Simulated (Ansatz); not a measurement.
## NbTe in the rocksalt structure

The computed numbers are results of PBE, scalar-relativistic (collinear spin) in the plane-wave PAW code Ansatz at 420 eV, 10×10×5 k-mesh, Gaussian smearing of 0.05 eV; PAW files: Ansatz's generated set soft_2.

```cif
data_structure
_symmetry_space_group_name_H-M 'P 1'
_symmetry_Int_Tables_number 1
_cell_length_a 4.0693
_cell_length_b 7.0483
_cell_length_c 8.1387
_cell_angle_alpha 30.000
_cell_angle_beta 60.000
_cell_angle_gamma 54.736
_cell_volume 95.30
loop_
_atom_site_label
_atom_site_type_symbol
_atom_site_fract_x
_atom_site_fract_y
_atom_site_fract_z
_atom_site_occupancy
Nb1 Nb 0.50000 0.50000 0.00000 1
Te1 Te 0.00000 0.00000 0.00000 1
Nb2 Nb 0.50000 0.50000 0.50000 1
Te2 Te 0.00000 0.00000 0.50000 1
```

The structure was built from a prototype; whether the compound forms in it isn't claimed.

Magnetic state: antiferromagnetic, site spin moments Nb 1.20, -1.20 μB.

The cell above was scaled in volume, and shape and atoms were relaxed at each volume within its symmetry. Energies are counted from the cell above.

The cell is relaxed to zero pressure at this level.

```json
{"V (Å³/atom)": "22.51", "ΔE (meV/atom)": "18.8", "P (GPa)": "4.9", "largest moment (μB)": "0.93"}
{"V (Å³/atom)": "22.87", "ΔE (meV/atom)": "9.7", "P (GPa)": "3.4", "largest moment (μB)": "1.00"}
{"V (Å³/atom)": "23.35", "ΔE (meV/atom)": "?", "P (GPa)": "?", "largest moment (μB)": "?"}
{"V (Å³/atom)": "23.82", "ΔE (meV/atom)": "0.0", "P (GPa)": "0.0", "largest moment (μB)": "1.20"}
{"V (Å³/atom)": "24.30", "ΔE (meV/atom)": "2.2", "P (GPa)": "-1.4", "largest moment (μB)": "1.28"}
{"V (Å³/atom)": "24.78", "ΔE (meV/atom)": "8.3", "P (GPa)": "-2.7", "largest moment (μB)": "1.36"}
{"V (Å³/atom)": "25.49", "ΔE (meV/atom)": "23.9", "P (GPa)": "-4.3", "largest moment (μB)": "1.48"}
{"V (Å³/atom)": "26.21", "ΔE (meV/atom)": "46.2", "P (GPa)": "-5.6", "largest moment (μB)": "1.59"}
```

(1) Fill in the withheld row.

(2) What do the points give for the equilibrium volume, the bulk modulus and its pressure derivative (third-order Birch–Murnaghan)?

Answers:

(1) ΔE (meV/atom): 2.3, P (GPa): 1.6, largest moment (μB): 1.11.

(2) V0 = 23.82 Å³/atom, B0 = 75 GPa, B0′ = 4.9.

B0·V0 = 75.0 GPa × 23.82 Å³ = 11.16 eV/atom sets the scale: near the minimum ΔE ≈ ½ B0 V0 x², with x = V/V0 − 1, and a pressure of 0.8 GPa squeezes the volume by about 1 %. At the ends of the curve: x = −5.5 % predicts 16.9 meV/atom and the run gives 18.8; x = +10.0 % predicts 55.8 meV/atom and the run gives 46.2. Compression costs more and expansion less than the parabola says, since the crystal stiffens as it shrinks; B0′ measures that.

The site moments grow with the volume, as the open shell mixes less with its neighbours.

The moments change along the equation of state, so B0 holds a magnetic softening and is less sure. No spin–orbit coupling, a notable omission for heavy elements. The run wasn't fully tested for a lower electronic state. Site moments are of spin, integrated over atomic spheres. The run is a metal.
